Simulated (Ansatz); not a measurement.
An element in the diamond structure gives these cold pressures by all-electron LAPW under LDA (Ansatz 0.2.0, scalar-relativistic, spin-polarised).

```json
{"V (Å³/atom)": "14.08", "P (GPa)": "0.09"}
{"V (Å³/atom)": "12.67", "P (GPa)": "22.9"}
{"V (Å³/atom)": "11.26", "P (GPa)": "61.2"}
{"V (Å³/atom)": "9.86", "P (GPa)": "127.1"}
{"V (Å³/atom)": "8.45", "P (GPa)": "248.1"}
{"V (Å³/atom)": "7.04", "P (GPa)": "492.4"}
{"V (Å³/atom)": "5.63", "P (GPa)": "1057"}
```

Task: Which element is it?

Result: Mn. Its zero-pressure volume in this structure is near 14.1 Å³/atom; the volume and the steepness of P(V) together point to it, though neighbours can come close. This is the case that was computed; others weren't tested.
